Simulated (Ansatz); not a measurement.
The end point of a relaxation of TaRu. Space group P4/mmm (No. 123). Computed with PBEsol (plane waves to 420 eV, PAW, scalar-relativistic; Ansatz, a program for electronic structure).

Space group P4/mmm (No. 123); a = b = 3.025 Å, c = 3.386 Å, α = β = γ = 90.00°

```csv
atom,site,symmetry,x,y,z
Ru,1b,4/mmm,0.0000,0.0000,0.5000
Ta,1c,4/mmm,0.5000,0.5000,0.0000
```

```json
{
 "volume_per_atom": "15.49 Å³",
 "band_gap": "no gap (metallic)",
 "shortest_distances": "Ru–Ta 2.73 Å; Ta–Ta 3.02 Å; Ru–Ru 3.02 Å",
 "k-mesh": "15×15×14"
}
```

No spin polarisation in the result.

It was reached from a disturbed copy of a P4/mmm (No. 123) cell, against which it lies -1.01 eV/atom.

The first start was generated by a random draw of sites in a space group. A measured structure of TaRu has the same space group, P4/mmm (No. 123); the sites were not compared with it.
